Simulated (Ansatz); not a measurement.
## Two states of SrCrF$_{6}$

```
Sr F Cr
1.0
     3.60845    2.08334    2.32239
    -3.60845    2.08334    2.32239
     0.00000   -4.16667    2.32239
Sr F Cr
1 6 1
Direct
  0.50000 0.50000 0.50000
  0.26300 0.88800 0.26300
  0.26300 0.26300 0.88800
  0.88800 0.26300 0.26300
  0.73700 0.11200 0.73700
  0.11200 0.73700 0.73700
  0.73700 0.73700 0.11200
  0.00000 0.00000 0.00000
```

The numbers come from plane-wave PAW DFT (Ansatz): r2SCAN, with U_eff = 5.43 eV on Cr d (all-electron-ortho-atomic projectors), 500 eV, 5×5×5 Γ-centred k points, methfessel-paxton occupations (width 0.1849 eV). Nothing was relaxed.

State A: Cr8 up (collinear spin). State B: no moments (no spin polarisation).

Q: Which state is lower, and how do they differ?

A: State A is lower by 241.5 meV an atom at zero smearing.

```tsv
state	free energy (meV/atom)	largest moment in a small sphere (μB)	net moment (μB/cell)	gap on mesh (eV)	pressure (GPa)	largest force (eV/Å)
A	0.0	1.73	2.00	1.82	-1.8	0.95
B	241.5	0.00	0.00	2.23	-2.6	0.65
```

Origin: a database entry at a rescaled volume. Caveats: the state breaks the symmetry of the cell; wide smearing; an odd or shifted mesh can miss the band edges, so this level's true gap may be smaller.
